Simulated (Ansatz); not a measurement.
**Cu (P6_3/mmc), symmetry broken, then relaxed**

The calculation used DFT r2SCAN, scalar-relativistic, plane waves, PAW in Ansatz. The runs took a 500 eV cutoff, a Γ-centred 18×18×8 mesh and Gaussian smearing (0.15 eV). No spin polarisation. Energies are free energies at this smearing, counted from the undisturbed cell; pressure is positive in compression.

Zero of the scan (relaxed at this level; this form isn't the usual structure):

```xyz
2
Lattice="2.5305 0.0000 0.0000 -1.2653 2.1915 0.0000 0.0000 0.0000 4.1299" Properties=species:S:1:pos:R:3 pbc="T T T"
Cu    0.0000    1.4610    1.0325
Cu    1.2653    0.7305    3.0974
```

The atoms are displaced (Å, in the unstrained cell):

```csv
atom,ux,uy,uz
Cu1,0.073,-0.129,0.025
Cu2,-0.073,0.129,-0.025
```

Cell and atoms are then relaxed.

Does the relaxation return to the undisturbed structure?

Yes (up to a choice of domain or origin): same space group and volume, and an energy 0.0 meV/atom from it. The disturbance itself cost 35.6 meV/atom. The final space group reads P6_3/mmc (tolerance 0.05 Å) and the volume changes by 0.00 %.

Final structure:

```
Cu
1.0
     2.53190    0.00012   -0.00001
    -1.26584    2.19161    0.00002
    -0.00002    0.00002    4.12742
Cu
2
Direct
  0.33318 0.66643 0.25000
  0.66682 0.33357 0.75000
```

The relaxation, step by step (energy from the first step; small jumps at an unchanged geometry come where the plane waves are selected anew for the new cell):

```csv
step,ΔE (meV/atom),largest force component (eV/Å),pressure (GPa)
1,0.0,0.447,1.53
2,-15.2,0.283,0.94
3,-35.4,0.004,0.06
4,-35.6,0.001,-0.05
5,-35.6,0.000,0.02
6,-35.6,0.000,0.01
```

Cost: 3 runs of about 10 core-minutes in all, on Intel Xeon Platinum 8259CL (Skylake/Cascade Lake) (shared hosts).